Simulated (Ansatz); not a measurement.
PbS (rock salt)

```yaml
crystal:
  lattice:
    - [0.00000, 3.00436, 3.00436]
    - [3.00436, 0.00000, 3.00436]
    - [3.00436, 3.00436, 0.00000]
  atoms:
    - { symbol: S, position: [0.00000, 0.00000, 0.00000] }
    - { symbol: Pb, position: [0.50000, 0.50000, 0.50000] }
```

The slice is a {100} plane (indices of the conventional cell) through the point (0.000, 0.000, 0.000) (fractional), spanned by u = [100] and v = [0 1 -1] in vectors of this cell: u (4.25 Å) and v (4.25 Å, at 90° to u). It covers one period; positions are fractions (u, v).

Computed with PBE (plane waves to 420 eV, PAW, scalar-relativistic; Ansatz, a program for electronic structure). k mesh 10×10×10. Near the nuclei the fields are pseudised (PAW); where an atom keeps semicore shells as valence, they peak there. PbS was relaxed with its symmetry unable to fall. Spin-orbit coupling is left out, though Pb is heavy.

Problem. Around which element is the density of the highest valence band (whole band, smooth part) largest on this plane?

Solution. S. Mean over a disc round each atom, of radius 0.45 times the shortest bond: S 0.134, Pb 0.043 e/Å³.

Problem. Predict the map of the valence electron density on the slice.

Solution. 
```
|**########**++++==========++++**########|
|########****++++==========++++****######|
|########****++++++++++++++++++****######|
|####******++++++++++++++++++++++******##|
|********++++++**************++++++******|
|++++++++++++****##########****++++++++++|
|++++++++++****##%%%%%%%%%%##****++++++++|
|======++++**##%%%%@@@@@@%%%%##**++++====|
|======++++**##%%@@@@@@@@@@%%##**++++====|
|======++++**##%%@@@@@@@@@@%%##**++++====|
|======++++**##%%@@@@@@@@@@%%##**++++====|
|======++++**##%%%%@@@@@@%%%%##**++++====|
|++++++++++****##%%%%%%%%%%##****++++++++|
|++++++++++++****##########****++++++++++|
|********++++++**************++++++******|
|####******++++++++++++++++++++++******##|
|########****++++++++++++++++++****######|
|########****++++==========++++****######|
|**########**++++==========++++**########|
|  **######**++++==========++++**######**|
```
Scale: ten equal steps from -3.00 (start of ' ') to 1.01 (end of '@'), in the order ' .:-=+*#%@'. Values: log₁₀ of the valence density in e/Å³. The map has 20 points along u (two characters each, u = 0 at the left) and 20 along v (v = 0 in the bottom row). The scale is logarithmic, as a density can span decades between atoms and voids; values under 0.001 e/Å³ are set to 0.001.
